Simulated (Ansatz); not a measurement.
LaIn₄Ni in space group Cmcm (No. 63; Pearson symbol oS24), plane-wave PAW PBE (Ansatz code), all energies at zero smearing, with the estimated change up to a 700 eV cutoff added, with one set of potentials and settings (totals compare only within such a set). Cell of 12 atoms (2 La, 8 In, 2 Ni): -68967.238 eV.

```json
[
 {"element": "La", "reference phase": "P6_3/mmc, 4 atoms in the cell", "E (eV/atom)": "-6250.0953"},
 {"element": "In", "reference phase": "I4/mmm, 1 atoms in the cell", "E (eV/atom)": "-5597.8481"},
 {"element": "Ni", "reference phase": "Fm-3m, 1 atoms in the cell, spin-polarised", "E (eV/atom)": "-5839.7239"}
]
```

Formation energy per atom, worked out: (-68967.238 − 2×(-6250.0953) − 8×(-5597.8481) − 2×(-5839.7239))/12 = -0.401 eV/atom (-39 kJ per mol of atoms), at 0 K, without zero-point energy or fitted corrections.

The first step of the workflow began from a Materials Project structure, measured or hypothetical; the Crystallography Open Database files this formula in space group No. 63, but the cells were not matched. Whether it is the stable phase at ambient conditions was not checked. The PBE relaxation kept the symmetry of its start; its stability against distortions is not shown here. The run is not spin-polarised. The references are the lowest solids computed at this level, not always the standard phases. Spin–orbit coupling is left out wherever it is not named.

Potentials: the later of the program's two PAW sets.
